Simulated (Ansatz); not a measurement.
NaSbF6:
```cif
data_F24Na4Sb4
_chemical_formula_sum 'Na4 Sb4 F24'
_space_group_name_H-M_alt 'Fm-3m'
_space_group_IT_number 225
_space_group_name_Hall '-F 4 2 3'
_cell_length_a 8.31489
_cell_length_b 8.31489
_cell_length_c 8.31489
_cell_angle_alpha 90.000
_cell_angle_beta 90.000
_cell_angle_gamma 90.000
loop_
_atom_site_label
_atom_site_type_symbol
_atom_site_symmetry_multiplicity
_atom_site_Wyckoff_symbol
_atom_site_fract_x
_atom_site_fract_y
_atom_site_fract_z
_atom_site_occupancy
Na1 Na 4 b 0.50000 0.50000 0.50000 1
Sb1 Sb 4 a 0.00000 0.00000 0.00000 1
F1 F 24 e 0.00000 0.00000 0.22743 1
```
(The calculation used a cell of 8 atoms; values per cell refer to that cell.)

Relaxed with r²SCAN. r²SCAN (plane waves, PAW; program Ansatz) gives a gap of 6.26 eV.

What gap does HSE06 give on the same cell (Ansatz, PAW)?

7.71 eV, 1.45 eV more. The hybrid was solved on a coarser mesh and at special points; its gap is the smallest among all of these.

| k | v1 r²SCAN | c1 r²SCAN | v1 HSE06 | c1 HSE06 |
|---|---|---|---|---|
| Γ | 0.00 | 6.26 | 0.00 | 7.71 |
| X | 0.00 | 7.24 | ___ | ___ |
| L | -0.11 | 7.11 | ___ | ___ |
| W | -0.14 | 7.29 | ___ | ___ |
| K | -0.07 | 7.26 | ___ | ___ |

Top valence (v1) and lowest conduction level (c1) in eV from each method's valence maximum (which need not be a listed point): supply the withheld HSE06 values.


- K, v1 HSE06: -0.07
- K, c1 HSE06: 8.82
- X, v1 HSE06: 0.00
- X, c1 HSE06: 8.80
- L, v1 HSE06: -0.11
- L, c1 HSE06: 8.65
- W, v1 HSE06: -0.14
- W, c1 HSE06: 8.85

Cost on shared cores: the r²SCAN run (SCF on a 6×6×6 mesh, then bands and DOS) around 2.3 core-minutes (rough), the HSE06 run (SCF on 4×4×4, then a few points) around 7 core-minutes (rough); the tasks are unlike.

The first step of the workflow began from a Materials Project structure, measured or hypothetical; the Crystallography Open Database files this formula in space group No. 225, but the cells were not matched. Its standing as an ambient phase is unchecked. The cell was relaxed with r²SCAN under the symmetry of its start; its stability against distortions is not shown here. Scalar-relativistic: spin–orbit coupling is off unless named, which matters more the heavier the elements.

Potentials: the later of the program's two PAW sets.
